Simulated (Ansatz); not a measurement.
Cells of B relaxed with PBEsol (plane waves to 420 eV, PAW, scalar-relativistic; Ansatz, an electronic-structure program), each with a space-group label. One label is wrong.

**A**, labelled Fm-3m (No. 225)
```
CELL_PARAMETERS angstrom
      0.00000     1.42806     1.42806
      1.42806     0.00000     1.42806
      1.42806     1.42806     0.00000
ATOMIC_POSITIONS crystal
  B  0.00000 0.00000 0.00000
```

**B**, labelled Cmce (No. 64)
```
CELL_PARAMETERS angstrom
      1.46268    -2.65317     0.00000
      1.46268     2.65317     0.00000
      0.00000     0.00000     3.24895
ATOMIC_POSITIONS crystal
  B  0.65618 0.34382 0.41002
  B  0.34382 0.65618 0.58998
  B  0.84382 0.15618 0.91002
  B  0.15618 0.84382 0.08998
```

**C**, labelled R-3m (No. 166)
```yaml
crystal:
  lattice:
    - [-2.31651, 2.31651, 2.31651]
    - [2.31651, -2.31651, 2.31651]
    - [2.31651, 2.31651, -2.31651]
  atoms:
    - { symbol: B, position: [0.00000, 0.25000, 0.50000] }
    - { symbol: B, position: [0.25000, 0.50000, 0.00000] }
    - { symbol: B, position: [0.50000, 0.00000, 0.25000] }
    - { symbol: B, position: [0.25000, 0.25000, 0.25000] }
```

Question: Which label is wrong, and what should it be (tolerance 0.01 Å)?

Answer: C: its symmetry is I4₁32 (No. 214), cI8; a = b = c = 4.633 Å, α = β = γ = 90.00°.

Each run could gain symmetry but not lose that of its start, so entries can be saddle points. All of these are generated cells (placed on structure types, drawn at random, substituted or restacked) that were not matched to a known phase here.

No spin polarisation in the result.
